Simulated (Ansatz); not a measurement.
## K₂RbCO₃F — 39K nuclear quadrupole resonance

Cell: a computed structure from the Materials Project (it need not be an observed phase), atoms as given.

Space group C2 (No. 5); a = 12.0809, b = 7.6501, c = 7.2088 Å, β = 120.59°.

```csv
site,Wyckoff,site symmetry,x,y,z
K1,2a,2,0.5000,0.1835,0.0000
K2,4c,1,0.7831,0.9667,0.0663
K3,2b,2,0.5000,0.8165,0.5000
Rb,4c,1,0.7820,0.0322,0.5642
C7,2a,2,0.5000,0.7507,0.0000
C8,2b,2,0.5000,0.2500,0.5000
O9,4c,1,0.5852,0.8373,0.1707
O11,2a,2,0.5000,0.5790,0.0000
O12,4c,1,0.5842,0.1645,0.6727
O13,2b,2,0.5000,0.4216,0.5000
F,4c,1,0.7503,0.2488,0.2400
```

One atom of each set is listed; the run and its k-mesh use a cell of 16 atoms with edges of 7.15, 7.15, 7.21 Å.

Method: Kohn–Sham DFT in Ansatz, PBE, plane waves and PAW, scalar-relativistic, 420 eV cutoff, Γ-centred 4×4×4 k-points, Fermi–Dirac smearing 0.02 eV.

39K: I = 3/2, Q = 60.30 mb (year-2017 value). Static lattice, zero field.

Problem. At which frequencies do the 39K NQR lines lie?

Solution. For I = 3/2 there is one line, ν = (|C_Q|/2)(1 + η²/3)^½.

```tsv
site	atoms	V_zz (10²¹ V/m²)	C_Q (MHz)	η	line frequencies (MHz)
K1	1	1.80	2.62	0.81	1.45
K2	2	-2.03	-2.95	0.97	1.69
K3	1	1.82	2.66	0.71	1.44
```

Problem. And for ⁴¹K (I = 3/2, Q = 73.40 mb) on K2?

Solution. C_Q scales with Q to -3.60 MHz, with lines at 2.06 MHz.

The largest force is 0.5 eV/Å, so the atoms aren't at the calculated equilibrium and relaxing them would move these values.
